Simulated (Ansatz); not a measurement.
## Cs: computed property card

Cs:
```cif
data_Cs2
_chemical_formula_sum 'Cs2'
_space_group_name_H-M_alt 'P 1'
_space_group_IT_number 1
_cell_length_a 9.76284
_cell_length_b 9.76284
_cell_length_c 9.76284
_cell_angle_alpha 150.186
_cell_angle_beta 150.186
_cell_angle_gamma 42.668
loop_
_space_group_symop_operation_xyz
  'x, y, z'
loop_
_atom_site_label
_atom_site_type_symbol
_atom_site_fract_x
_atom_site_fract_y
_atom_site_fract_z
_atom_site_occupancy
Cs1 Cs 0.25000 0.75000 0.50000 1
Cs2 Cs 0.50000 0.50000 0.00000 1
```

Space group I4_1/amd (No. 141); conventional cell a = b = 5.023 Å, c = 18.188 Å, α = β = γ = 90.00°.

Method: the program Ansatz at the PBEsol level (PAW). The cell and atoms are relaxed at this level. Other levels are named where they apply.

Cell and energy:

```json
{
 "volume_per_atom": "114.72 Å³",
 "density": "1.92 g/cm³"
}
```

Electronic structure:

```json
{
 "electronic_character": "metallic (no gap)",
 "Density of states at the Fermi level": "1.1 states/eV per atom (mean over ±0.08 eV)",
 "Gap with spin–orbit coupling": "none (metallic)"
}
```

Mechanics:

```json
{
 "Bulk modulus (Birch–Murnaghan fit)": "1.8 GPa",
 "Pressure derivative B′": "3.5"
}
```

Phonons:

```json
{
 "highest_zone_centre_frequency": "1.11 THz",
 "zone_centre_stability": "no imaginary mode at Γ"
}
```

The first step of the workflow began from a Materials Project structure, measured or hypothetical; the Crystallography Open Database copy checked does not list it. It is not the phase usual at ambient conditions (space group No. 229). Symmetry was held in the PBEsol relaxation. As this level gives no gap, phonon frequencies hold no LO–TO term and depend on the k-mesh and smearing (Fermi–Dirac, 0.1 eV here). Axis ratios of metals converge slowly with the k-mesh, so a and c are less sure than the volume. Scalar-relativistic: spin–orbit coupling is off unless named, which matters more the heavier the elements.

Potentials: the earlier of the program's two PAW sets. The files were generated under PBE; for other functionals the program regenerates the frozen cores, and for LDA and PBEsol the local potential too.
